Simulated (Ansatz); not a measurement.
Bi2Se3:
```cif
data_Bi6Se9
_chemical_formula_sum 'Bi6 Se9'
_space_group_name_H-M_alt 'R-3m :H'
_space_group_IT_number 166
_space_group_name_Hall '-R 3 2"'
_cell_length_a 4.14878
_cell_length_b 4.14878
_cell_length_c 29.47999
_cell_angle_alpha 90.000
_cell_angle_beta 90.000
_cell_angle_gamma 120.000
loop_
_atom_site_label
_atom_site_type_symbol
_atom_site_symmetry_multiplicity
_atom_site_Wyckoff_symbol
_atom_site_fract_x
_atom_site_fract_y
_atom_site_fract_z
_atom_site_occupancy
Bi1 Bi 6 c 0.00000 0.00000 0.39899 1
Se1 Se 3 a 0.00000 0.00000 0.00000 1
Se2 Se 6 c 0.00000 0.00000 0.21512 1
```
(The calculation used a cell of 5 atoms; values per cell refer to that cell.)

Relaxed with r²SCAN+D4. DFT-r²SCAN+D4 in the program Ansatz with PAW potentials gives a gap of 0.68 eV.

**Question.** What gap does HSE06 give on the same cell (Ansatz, PAW)?

**Answer.** 0.85 eV, 0.18 eV more. The hybrid was solved on a coarser mesh and at special points; its gap is the smallest among all of these.

```
k   v1 r²SCAN+D4  c1 r²SCAN+D4    v1 HSE06    c1 HSE06
--  ------------  ------------  ----------  ----------
Γ           0.00          0.68        0.00        0.85
T          -0.33          0.89  (withheld)  (withheld)
L          -0.57          1.30  (withheld)  (withheld)
F          -1.00          1.72       -1.07        1.95
S0         -0.66          2.11  (withheld)  (withheld)
H0         -0.66          2.10  (withheld)  (withheld)
```

**Question.** Top valence (v1) and lowest conduction level (c1) in eV from each method's valence maximum (which need not be a listed point): supply the withheld HSE06 values.

**Answer.** 
- S0, v1 HSE06: -0.71
- S0, c1 HSE06: 2.38
- T, v1 HSE06: -0.38
- T, c1 HSE06: 1.10
- H0, v1 HSE06: -0.70
- H0, c1 HSE06: 2.37
- L, v1 HSE06: -0.61
- L, c1 HSE06: 1.52

Cost on shared cores: the r²SCAN+D4 run (SCF on a 8×8×8 mesh, then bands and DOS) about 4 core-minutes (a rough figure), the HSE06 run (SCF on 5×5×5, then a few points) very roughly 15 core-minutes; the tasks are unlike.

The cell was relaxed with r²SCAN+D4 under the symmetry of its start. Scalar-relativistic: spin–orbit coupling is off unless named, which matters more the heavier the elements.

Potentials: the later of the program's two PAW sets.
